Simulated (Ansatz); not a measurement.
SnGe:
```xyz
4
Lattice="4.2997 0.0000 0.0000 0.0000 4.3295 0.0000 0.0000 0.0000 6.1574" Properties=species:S:1:pos:R:3 pbc="T T T"
Ge     3.2248     0.0000     5.4858
Ge     1.0749     0.0000     0.6716
Sn     1.0749     2.1647     2.1977
Sn     3.2248     2.1647     3.9597
```

Relaxed with PBEsol (plane waves, PAW; program Ansatz). Indices refer to the conventional cell of Pmma, a = 4.300 Å, b = 4.329 Å, c = 6.157 Å, α = β = γ = 90.00°.

Task: Simulate the powder diffraction pattern (Co Kα, λ = 1.79026 Å; lines above 1 %) up to 2θ = 90°.

Result: Simulated powder pattern, Co Kα, λ = 1.79026 Å (kinematic, ideal powder, no thermal factors, no anomalous dispersion; the 30 strongest lines at most, above 1 %, up to 2θ = 90°):

| 2θ (°) | d (Å) | I/Imax (%) | hkl |
|---|---|---|---|
| 16.72 | 6.157 | 2.2 | (001) |
| 23.86 | 4.329 | 7.9 | (010) |
| 29.28 | 3.542 | 90 | (011) |
| 29.42 | 3.525 | 100 | (101) |
| 38.23 | 2.734 | 10 | (111) |
| 41.80 | 2.509 | 3.5 | (012) |
| 41.91 | 2.503 | 3.5 | (102) |
| 48.79 | 2.167 | 92 | (112) |
| 48.85 | 2.165 | 24 | (020) |
| 49.21 | 2.150 | 24 | (200) |
| 51.71 | 2.052 | 2.8 | (003) |
| 55.40 | 1.926 | 1.6 | (210) |
| 57.72 | 1.855 | 16 | (013) |
| 57.80 | 1.852 | 11 | (103) |
| 58.06 | 1.845 | 30 | (121) |
| 58.30 | 1.838 | 26 | (211) |
| 66.28 | 1.637 | 1.8 | (122) |
| 66.50 | 1.633 | 1.8 | (212) |
| 71.11 | 1.539 | 6.6 | (004) |
| 71.86 | 1.525 | 15 | (220) |
| 73.88 | 1.489 | 2.0 | (023) |
| 74.17 | 1.485 | 1.9 | (203) |
| 76.29 | 1.449 | 2.3 | (104) |
| 78.99 | 1.407 | 8.9 | (123) |
| 79.15 | 1.405 | 5.6 | (031) |
| 79.20 | 1.404 | 13 | (213) |
| 79.77 | 1.396 | 6.2 | (301) |
| 84.17 | 1.336 | 1.1 | (131) |
| 84.72 | 1.329 | 1.1 | (311) |

The start of the workflow was typed in or built on a structure type; neither database checked (COD, Materials Project) lists it. Its standing as an ambient phase is unchecked. The cell was relaxed with PBEsol under the symmetry of its start; whether a distortion lowers the energy is not shown. Spin–orbit coupling is left out wherever it is not named.

Potentials: the later of the program's two PAW sets.
